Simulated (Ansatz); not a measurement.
Level of theory: DFT PBE, scalar-relativistic, plane waves, PAW (Ansatz 0.2.0). Settings: cutoff 420 eV, Γ-centred meshes spaced at most about 0.3 Å⁻¹, and about 0.25 Å⁻¹ or finer for metals (2π included), Gaussian smearing. No spin polarisation in the final relaxations.

Temperature and zero-point effects are left out. All come from trial cells, and lower structures may exist.

Problem. Order these relaxed structures of Cs3HfSc2 by energy, lowest first, with the energy over the lowest of them.
A.

```cif
data_structure
_symmetry_space_group_name_H-M 'R-3m:H'
_symmetry_Int_Tables_number 166
_cell_length_a 6.5220
_cell_length_b 6.5220
_cell_length_c 20.2305
_cell_angle_alpha 90.000
_cell_angle_beta 90.000
_cell_angle_gamma 120.000
_cell_volume 745.25
loop_
_atom_site_label
_atom_site_type_symbol
_atom_site_symmetry_multiplicity
_atom_site_Wyckoff_symbol
_atom_site_fract_x
_atom_site_fract_y
_atom_site_fract_z
_atom_site_occupancy
Cs1 Cs 9 e 0.00000 0.50000 0.00000 1
Hf1 Hf 3 b 0.66667 0.33333 0.83333 1
Sc1 Sc 6 c 0.33333 0.66667 0.82109 1
```

B.

```cif
data_structure
_symmetry_space_group_name_H-M 'P6/mmm'
_symmetry_Int_Tables_number 191
_cell_length_a 6.4588
_cell_length_b 6.4588
_cell_length_c 6.9819
_cell_angle_alpha 90.000
_cell_angle_beta 90.000
_cell_angle_gamma 120.000
_cell_volume 252.24
loop_
_atom_site_label
_atom_site_type_symbol
_atom_site_symmetry_multiplicity
_atom_site_Wyckoff_symbol
_atom_site_fract_x
_atom_site_fract_y
_atom_site_fract_z
_atom_site_occupancy
Cs1 Cs 3 f 0.50000 0.00000 0.00000 1
Hf1 Hf 1 b 0.00000 0.00000 0.50000 1
Sc1 Sc 2 d 0.33333 0.66667 0.50000 1
```

Solution. A (0 meV/atom), B (58 meV/atom). Forms: A R-3m; B P6/mmm. Counting all near atoms (those within 1.25 times the shortest distance at each site; a plus sign parts nearer from farther groups): A has Cs 4+2, Hf 12, Sc 9+6; B has Cs 4+4, Hf 6, Sc 12. Even the lowest lies +1.36 eV/atom against the elements.

Spin–orbit coupling, which can matter for Hf, is left out. A magnetic state wasn't ruled out in cells without spin, among them R-3m, P6/mmm. Cells relaxed within their symmetry can be saddle points. Some candidate types were left out of the draw beforehand, so a known form may be missing.
